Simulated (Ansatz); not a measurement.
NbAl$_{3}$ in space group I4/mmm (No. 139; Al on 2b, Al on 4d, Nb on 2a) under volume change, PBEsol in the plane-wave PAW code Ansatz, shape and atoms relaxed at each volume.

```tsv
V (Å³/atom)	E − E(relaxed) (meV/atom)	P (GPa)
14.250	61.6	15.17
14.720	25.9	9.32
15.190	6.1	4.30
15.659	0.0	-0.01
16.129	___	___
16.599	21.3	-6.90
17.069	___	___
```

Question: Complete the blanks.

Answer: 
- 16.129, E − E(relaxed) (meV/atom): 5.6
- 16.129, P (GPa): -3.71
- 17.069, E − E(relaxed) (meV/atom): 45.6
- 17.069, P (GPa): -9.63

Question: What does a third-order Birch–Murnaghan fit give for V₀, B₀ and B′?

Answer: V₀ = 15.66 Å³/atom, B₀ = 133 GPa, B′ = 4.0.

The first step of the workflow began from a Materials Project structure, measured or hypothetical; the Crystallography Open Database copy checked does not list it. With Al and Nb taken as one species the cell has the higher symmetry I4/mmm, so it may be an ordered model of a mixed-site phase. Whether it is the stable phase at ambient conditions was not checked. The cell was relaxed with PBEsol under the symmetry of its start; of distortions, only those at the zone centre were tested. The run is not spin-polarised.

Potentials: the later of the program's two PAW sets.
